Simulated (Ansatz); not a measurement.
Relaxed-ion elastic tensor of ZrO2 in space group P2_1/c (No. 14; Zr on 4e, O on 4e, O on 4e) in GPa (Voigt order), plane-wave PAW r²SCAN (Ansatz code); density 5.78 g/cm³, 11.80 Å³ per atom.

```csv
,1,2,3,4,5,6
1,320,175,87.6,0.0,47.5,0.0
2,175,398,166,0.0,-5.7,0.0
3,87.6,166,247,0.0,8.9,0.0
4,0.0,0.0,0.0,85.9,0.0,-9.9
5,47.5,-5.7,8.9,0.0,88.7,0.0
6,0.0,0.0,0.0,-9.9,0.0,129
```

### Question
Is the crystal mechanically stable?

### Answer
Yes: the smallest eigenvalue of C is 70.7 GPa.

### Question
Work out the Voigt, Reuss and Hill averages.

### Answer
K_V = 202, K_R = 175, K_H = 189; G_V = 96.6, G_R = 86.3, G_H = 91.5 GPa.

### Question
Give Young's modulus, Poisson's ratio, Pugh's ratio and the universal anisotropy index.

### Answer
E = 9KG/(3K + G) = 236 GPa; ν = 0.29; K/G = 2.06 (ductile by the Pugh limit of 1.75); A_U = 5G_V/G_R + K_V/K_R − 6 = 0.75.

### Question
Estimate the sound speeds and the Debye temperature.

### Answer
v_l = √((K + 4G/3)/ρ) = 7330 m/s, v_t = √(G/ρ) = 3980 m/s, mean 4440 m/s; Θ = (h/k)(3n/4πV)^(1/3) v_m = 580 K.

### Question
How much does each axis shrink under pressure?

### Answer
Linear compressibilities β_i = Σ_j S_ij (j = 1 to 3): x 2.4, y 0.096, z 3.2 per TPa.

The cell was relaxed with r²SCAN under the symmetry of its start. No spin polarisation was allowed.

Potentials: the earlier of the program's two PAW sets. The files were generated under PBE; for other functionals the program regenerates the frozen cores, and for LDA and PBEsol the local potential too.
